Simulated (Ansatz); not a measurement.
A: KTaO₃ (cubic perovskite), a = 4.0244 Å, b = 4.0244 Å, c = 4.0244 Å, α = 90.00°, β = 90.00°, γ = 90.00°
B: ZnS (zinc blende), a = b = c = 5.443 Å, α = β = γ = 90.00°
C: EuO (rock salt), a = 5.062 Å, b = 5.062 Å, c = 5.062 Å, α = 90.00°, β = 90.00°, γ = 90.00°

Scan: energy over volume and axial ratio (atoms clamped). One method and one kind of scan serve all of them; meshes and ranges differ. All were relaxed with their symmetry unable to fall. EuO is run spin-polarised and with no Hubbard U. KTaO3 is run without spin polarisation. Relaxed EuO ends ferromagnetic. Spin-orbit coupling is left out. Other magnetic orders were not checked, so this need not be the ground state. (This holds for the magnetic or f-shell members.) The filling of the f shell was not checked against other fillings, so treat energies with care. (This holds for the magnetic or f-shell members.)

Put the candidates in order of shear modulus C′ = (C11 − C12)/2 (fitted), lowest first, for PBE (plane waves to 420 eV, PAW, scalar-relativistic; Ansatz, a quantum-chemistry and plane-wave program).

B (21 GPa), C (76 GPa), A (170 GPa)

(Under strain, the slope of the energy per volume gives the stress and its curvature an elastic modulus.)
